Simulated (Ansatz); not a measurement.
HfRu:
```xyz
2
Lattice="3.2302 0.0000 0.0000 0.0000 3.2302 0.0000 0.0000 0.0000 3.2302" Properties=species:S:1:pos:R:3 pbc="T T T"
Ru     1.6151     1.6151     1.6151
Hf     0.0000     0.0000     0.0000
```

Relaxed with r²SCAN. Special points in fractions of this cell's reciprocal vectors: Γ (0.000, 0.000, 0.000); X (0.000, 0.500, 0.000); M (0.500, 0.500, 0.000); R (0.500, 0.500, 0.500).

List the band energies nearest the Fermi level at these points for DFT-r²SCAN with spin–orbit coupling in the program Ansatz with PAW potentials.

In eV from the Fermi level; about four levels below and three above (degenerate sets whole), none deeper than 8.9 eV; points with the same levels are listed once.

```csv
k,below,above
Γ,-1.83 -1.83 -1.83 -1.83 -1.61 -1.61,2.38 2.38 2.38 2.38
X,-1.01 -1.01 -0.82 -0.82,1.33 1.33 1.51 1.51
M,-3.36 -3.36 -3.31 -3.31,0.17 0.17 0.80 0.80
R,-1.85 -1.85 -1.85 -1.85,0.25 0.25 0.25 0.25
```

Space group Pm-3m (CsCl type). The workflow started from an entry of the Crystallography Open Database (COD). Its standing as an ambient phase is unchecked. The r²SCAN relaxation kept the symmetry of its start; whether a distortion lowers the energy is not shown. No spin polarisation was allowed.

Potentials: the later of the program's two PAW sets.
